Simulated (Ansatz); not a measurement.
Space group Pm-3m (No. 221). a = 4.075 Å, b = 4.075 Å, c = 4.075 Å, α = 90.00°, β = 90.00°, γ = 90.00°
| atom | site | symmetry | x | y | z |
| --- | --- | --- | --- | --- | --- |
| Y | 1a | m-3m | 0.0000 | 0.0000 | 0.0000 |
| B | 6f | 4m.m | 0.1988 | 0.5000 | 0.5000 |

Equation of state of this YB₆ structure (not necessarily the ground state), with shape and atoms relaxed at each volume where symmetry leaves them free. It has no gap at any of these volumes. All numbers below come from Ansatz, DFT PBEsol, scalar-relativistic, plane waves, PAW.

Settings: cutoff 420 eV, Γ-centred mesh 10×10×10 on the computed 7-atom cell, Gaussian smearing of 0.10 eV; no spin polarisation.

```csv
V (Å³/atom),E − E(largest V) (meV/atom),P (GPa)
8.510,47.26,28.44
8.800,3.80,19.77
9.090,-25.02,12.25
9.380,-41.12,5.71
9.670,-46.16,0.01
9.960,-41.57,-4.96
10.250,-28.56,-9.29
10.637,0.00,-14.22
```

Problem. Fit a third-order Birch–Murnaghan equation to E(V).

Solution. V0 = 9.67 Å³/atom, B0 = 177 GPa, B0' = 3.6.